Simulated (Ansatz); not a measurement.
Space group P4/mmm (No. 123). a = 5.708 Å, b = 5.708 Å, c = 3.403 Å, α = 90.00°, β = 90.00°, γ = 90.00°
```
atom site symmetry x y z
   K    2e mmm.  0.0000  0.5000  0.5000
  Pd    1a     4/mmm  0.0000  0.0000  0.0000
```

Equation of state of this K2Pd structure (not necessarily the ground state), with shape and atoms relaxed at each volume where symmetry leaves them free. It has no gap at any of these volumes. The calculation used Ansatz 0.2.0, DFT r2SCAN, scalar-relativistic, plane waves, PAW.

Cutoff 500 eV; k points 8×8×12 on the computed 3-atom cell (Γ-centred); Gaussian smearing, width 0.10 eV; no spin polarisation.

| V (Å³/atom) | E − E(largest V) (meV/atom) | P (GPa) |
| --- | --- | --- |
| 34.735 | 1.31 | 0.95 |
| 35.843 | -3.31 | 0.41 |
| 36.952 | -4.70 | 0.00 |
| 38.060 | -3.29 | -0.39 |
| 39.169 | 0.00 | -0.65 |

Question: Fit a third-order Birch–Murnaghan equation to E(V).

Answer: V0 = 36.90 Å³/atom, B0 = 13 GPa, B0' = 7.5.

Cost: 5 runs of about 13 core-minutes in all, on Arm Neoverse V2 (shared hosts).